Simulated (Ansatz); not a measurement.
## Clamped-ion strain scan in HfO2

Method: Ansatz 0.2.0, DFT r2SCAN, scalar-relativistic, plane waves, PAW. Settings: plane waves to 500 eV, k-mesh 8×8×8 (Γ-centred), Gaussian smearing 0.05 eV. Spin–orbit coupling is left out, which can shift energies with elements as heavy as these. No spin polarisation. Energies are free energies at this smearing, counted from the undisturbed cell; pressure is positive in compression.

The undisturbed cell (as given, not relaxed at this level; it stands at -8.4 GPa; this fluorite-type form isn't the usual structure):

```
Hf O
1.0
     0.00000    2.55750    2.55750
     2.55750    0.00000    2.55750
     2.55750    2.55750    0.00000
Hf O
1 2
Direct
  0.00000 0.00000 0.00000
  0.25000 0.25000 0.25000
  0.75000 0.75000 0.75000
```

The cell is strained by ε times the Voigt pattern (1, 0, 0, 0, 0, 0) (xx, yy, zz, yz, xz, xy; engineering shear) with fractional coordinates fixed. At -8 GPa the given cell is far from its own equilibrium, so these figures belong to a strongly strained crystal.

(ε, ΔE (meV/atom)): (-0.1500, 464.8), (-0.1125, 223.9), (-0.0750, 76.8), (-0.0375, 6.4), (0.0000, 0.0), (0.0375, 47.5), (0.0750, 141.1), (0.1125, 274.4), (0.1312, 353.9), (0.1500, 441.9)